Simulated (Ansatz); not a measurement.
Sn:
```
CELL_PARAMETERS angstrom
     -2.93879     2.93879     1.57548
      2.93879    -2.93879     1.57548
      2.93879     2.93879    -1.57548
ATOMIC_POSITIONS crystal
  Sn 0.75000 0.25000 0.50000
  Sn 0.00000 0.00000 0.00000
```

Relaxed with r²SCAN+D4. Special points in fractions of this cell's reciprocal vectors: Γ (0.000, 0.000, 0.000); X (0.000, 0.000, 0.500); M (-0.500, 0.500, 0.500); Z (0.322, 0.322, -0.322); Z0 (-0.322, 0.678, 0.322); P (0.250, 0.250, 0.250); N (0.000, 0.500, 0.000).

**Question.** List the band energies nearest the Fermi level at these points for r²SCAN+D4 (plane waves, PAW; program Ansatz).

**Answer.** In eV from the Fermi level; about four levels below and three above (degenerate sets whole), none deeper than 8.9 eV; points with the same levels are listed once.

| k | below | above |
|---|---|---|
| Γ | -3.85 -2.23 -2.23 | 3.28 6.38 6.38 |
| X | – | 0.46 0.46 1.65 1.65 |
| M | -7.96 -7.96 -5.05 -5.05 | 5.63 5.63 9.67 9.67 |
| Z | -5.77 -3.26 -2.99 -2.99 | 3.16 5.84 5.84 |
| P | -6.10 -6.10 -3.76 -3.76 | 3.64 3.64 4.20 4.20 |
| N | -5.58 -2.37 -1.94 -1.21 | 2.53 2.99 4.90 |

Space group I4_1/amd (β-Sn type). The r²SCAN+D4 relaxation kept the symmetry of its start. The pairwise dispersion correction was not fitted to metals. Spin–orbit coupling is left out wherever it is not named.

Potentials: the later of the program's two PAW sets.
